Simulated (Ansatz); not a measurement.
The start is a generated cell, Al built in the beta-Sn structure type. The cell and all atomic positions are relaxed at zero pressure with PBEsol (plane waves to 420 eV, PAW, scalar-relativistic; Ansatz, a first-principles code). The first steps use a coarse 13×13×13 k-mesh.

Initial structure:
```yaml
crystal:
  lattice:
    - [-2.51880, 2.51880, 1.37429]
    - [2.51880, -2.51880, 1.37429]
    - [2.51880, 2.51880, -1.37429]
  atoms:
    - { symbol: Al, position: [0.75000, 0.25000, 0.50000] }
    - { symbol: Al, position: [0.00000, 0.00000, 0.00000] }
```

Task: What pressure does the first self-consistent step give?

Result: +5.9 GPa (positive: the cell is compressed).

Task: How much energy is released per atom?

Result: 0.03 eV/atom.

Task: How does the volume per atom move from start to end?

Result: +7.7 %, from 17.44 to 18.78 Å³/atom.

Task: Is the relaxed structure metallic? Give its gap.

Result: Zero (metallic).

Task: Write out the relaxed structure.

Result: 
Space group I4₁/amd, origin choice 1 (No. 141); a = 5.261 Å, b = 5.261 Å, c = 2.714 Å, α = 90.00°, β = 90.00°, γ = 90.00°

```csv
atom,site,symmetry,x,y,z
Al,4a,-4m2,0.0000,0.0000,0.0000
```
(The calculation used a cell of 2 atoms; values per cell refer to that cell.)

The space group stays I4₁/amd (No. 141) (the run could not lower it); the end is AFLOW prototype A_tI4_141_a (A5, as in Sn), with 2 atoms in the primitive cell. Final values are on a 19×19×19 k-mesh of the relaxed cell. No spin polarisation in the result.

The run could not lose the symmetry of its start: the end is stationary, and may be a saddle point rather than a minimum.

All atoms sit on sites fixed by symmetry, so only the cell could relax.

The relaxed structure here is a generated cell of Al: the first start was made by placing the elements on the sites of a structure type, and the end was not matched to a known phase here, so it may be hypothetical. Known forms of Al include space group No. 225.
